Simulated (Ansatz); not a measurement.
Consider the following.

Relaxed CdS (zinc blende):

```xyz
2
Lattice="0.0000 2.9633 2.9633 2.9633 0.0000 2.9633 2.9633 2.9633 0.0000" Properties=species:S:1:pos:R:3 pbc="T T T"
S      4.4450     4.4450     4.4450
Cd     0.0000     0.0000     0.0000
```

In this cell atom 1 (S, nearest neighbour Cd at 2.566 Å; its periodic images, 4.2 Å or more away, move with it) is moved by s along Cartesian x, unit vector (1.000, 0.000, 0.000); all other atoms and the cell stay fixed.

These are PBE (plane waves to 420 eV, PAW, scalar-relativistic; Ansatz, a program for electronic structure) values and carry that method's errors. k mesh 8×8×8 (Γ-centred), Fermi-Dirac smearing 0.05 eV. The energy includes the smearing's −TS. CdS was relaxed with its symmetry unable to fall. The zero of ΔE is the undisplaced structure.

The scan covers s from -0.260 to 0.260 Å in 11 points.

Task: Is the energy the same for equal positive and negative displacements?

Result: Even: the same for both signs. With its periodic images moving along, the atom's site symmetry in this cell is -43m.

Task: What is the force constant k = d²E/ds² of this move at s = 0?

Result: 4.28 eV/Å².

Task: With two atoms in the cell this is the zone-centre optical mode. What wavenumber follows (transverse: no LO-TO term)?

Result: 216 cm⁻¹.

(For displaced atoms, the force is minus the slope of the energy, and its curvature is a force constant, which sets phonon frequencies.)
